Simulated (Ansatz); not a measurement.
ScGa3:
```
CELL_PARAMETERS angstrom
      4.07504     0.00000     0.00000
      0.00000     4.07504     0.00000
      0.00000     0.00000     4.07504
ATOMIC_POSITIONS crystal
  Sc 0.00000 0.00000 0.00000
  Ga 0.50000 0.50000 0.00000
  Ga 0.00000 0.50000 0.50000
  Ga 0.50000 0.00000 0.50000
```

Relaxed with r²SCAN.

Question: Which orbitals make up the states near the Fermi level in DFT-r²SCAN in the program Ansatz with PAW potentials?

Answer: Within 0.5 eV of the Fermi level: Ga 4p 43 %, Sc 3d 35 %, Ga 4s 18 %. Projections are on Löwdin-orthogonalised atomic valence shells; empty p or d shells of many metals are not among them.

Question: Tabulate the density of states.

Answer: States/eV per cell of 4 atoms, in 0.25 eV bins, energy from the Fermi level.

```
E (eV)  total  Ga 4p  Sc 3d  Ga 4s
------  -----  -----  -----  -----
-7.85    0.69   0.31   0.04   0.29
-7.60    0.75   0.34   0.04   0.32
-7.35    0.85   0.38   0.04   0.38
-7.10    1.10   0.47   0.05   0.52
-6.85    1.26   0.51   0.07   0.62
-6.60    1.23   0.47   0.09   0.62
-6.35    1.19   0.43   0.11   0.61
-6.10    1.19   0.40   0.14   0.61
-5.85    1.15   0.39   0.15   0.58
-5.60    1.03   0.37   0.13   0.49
-5.35    0.91   0.34   0.12   0.42
-5.10    0.77   0.29   0.11   0.35
-4.85    0.73   0.29   0.11   0.32
-4.60    0.71   0.31   0.10   0.27
-4.35    0.78   0.38   0.11   0.25
-4.10    1.00   0.59   0.13   0.24
-3.85    1.25   0.79   0.16   0.24
-3.60    1.23   0.77   0.17   0.23
-3.35    1.38   0.93   0.19   0.20
-3.10    1.41   0.99   0.20   0.17
-2.85    1.55   1.09   0.25   0.16
-2.60    1.66   1.16   0.30   0.14
-2.35    1.98   1.40   0.40   0.13
-2.10    2.16   1.46   0.52   0.13
-1.85    1.96   1.21   0.58   0.13
-1.60    2.16   1.20   0.77   0.15
-1.35    1.72   0.91   0.65   0.12
-1.10    1.29   0.66   0.50   0.09
-0.85    1.10   0.54   0.44   0.09
-0.60    1.14   0.53   0.48   0.10
-0.35    1.24   0.55   0.51   0.14
-0.10    1.76   0.74   0.59   0.36
0.15     1.34   0.58   0.40   0.30
0.40     1.01   0.42   0.37   0.18
0.65     1.75   0.76   0.58   0.34
0.90     1.98   0.82   0.68   0.37
1.15     2.17   0.85   0.89   0.32
1.40     1.49   0.56   0.70   0.16
1.65     1.71   0.54   0.91   0.16
1.90     2.50   0.66   1.41   0.27
2.15     3.45   0.69   2.29   0.28
2.40     5.26   0.80   3.91   0.30
2.65     4.45   0.58   3.32   0.30
2.90     2.68   0.49   1.58   0.43
3.15     3.20   0.59   1.73   0.51
3.40     3.23   0.75   1.59   0.55
3.65     2.89   0.64   1.35   0.64
3.90     2.99   0.67   1.46   0.64
4.15     2.98   1.09   1.12   0.45
4.40     2.36   0.91   0.75   0.31
```

Space group Pm-3m (Cu3Au type). The workflow started from a Materials Project entry (that database holds measured and hypothetical structures alike); the Crystallography Open Database files this formula in space group No. 221, but the cells were not matched. Whether it is the stable phase at ambient conditions was not checked. Symmetry was held in the r²SCAN relaxation; its stability against distortions is not shown here. The run is not spin-polarised. Spin–orbit coupling is left out wherever it is not named.

Potentials: the later of the program's two PAW sets.
